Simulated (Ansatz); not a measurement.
Y$_{3}$Ge$_{4}$:
```yaml
crystal:
  lattice:
    - [2.00772, -5.29201, 0.00000]
    - [2.00772, 5.29201, 0.00000]
    - [0.00000, 0.00000, 14.11605]
  atoms:
    - { symbol: Y, position: [0.04228, 0.95772, 0.75000] }
    - { symbol: Y, position: [0.95772, 0.04228, 0.25000] }
    - { symbol: Y, position: [0.67174, 0.32826, 0.09710] }
    - { symbol: Y, position: [0.32826, 0.67174, 0.90290] }
    - { symbol: Y, position: [0.32826, 0.67174, 0.59710] }
    - { symbol: Y, position: [0.67174, 0.32826, 0.40290] }
    - { symbol: Ge, position: [0.77025, 0.22975, 0.75000] }
    - { symbol: Ge, position: [0.22975, 0.77025, 0.25000] }
    - { symbol: Ge, position: [0.00000, 0.00000, 0.00000] }
    - { symbol: Ge, position: [0.00000, 0.00000, 0.50000] }
    - { symbol: Ge, position: [0.61725, 0.38275, 0.89172] }
    - { symbol: Ge, position: [0.38275, 0.61725, 0.10828] }
    - { symbol: Ge, position: [0.38275, 0.61725, 0.39172] }
    - { symbol: Ge, position: [0.61725, 0.38275, 0.60828] }
```

Relaxed with PBEsol.

**Question.** Tabulate the valence density and the electron localisation function along the shortest Ge–Ge contact (2.57 Å), the program Ansatz at the PBEsol level (PAW).

**Answer.** 

| distance from Ge (Å) | density (e/Å³) | ELF |
|---|---|---|
| 0.26 | 26.49 | 0.01 |
| 0.39 | 11.09 | 0.04 |
| 0.51 | 4.05 | 0.12 |
| 0.64 | 1.62 | 0.24 |
| 0.77 | 0.85 | 0.34 |
| 0.90 | 0.56 | 0.39 |
| 1.03 | 0.44 | 0.43 |
| 1.16 | 0.39 | 0.50 |
| 1.29 | 0.37 | 0.53 |
| 1.42 | 0.38 | 0.48 |
| 1.54 | 0.43 | 0.40 |
| 1.67 | 0.55 | 0.36 |
| 1.80 | 0.84 | 0.33 |
| 1.93 | 1.61 | 0.24 |
| 2.06 | 4.02 | 0.12 |
| 2.19 | 11.17 | 0.04 |
| 2.32 | 26.53 | 0.01 |

The density is the valence pseudo-density with augmentation charge, so density and ELF within about 1 Å of a nucleus are not all-electron values.

Space group Cmcm. The workflow started from a Materials Project entry (that database holds measured and hypothetical structures alike); the Crystallography Open Database copy checked does not list it. Its standing as an ambient phase is unchecked. The PBEsol relaxation kept the symmetry of its start; whether a distortion lowers the energy is not shown. The run is not spin-polarised.

Potentials: the later of the program's two PAW sets.
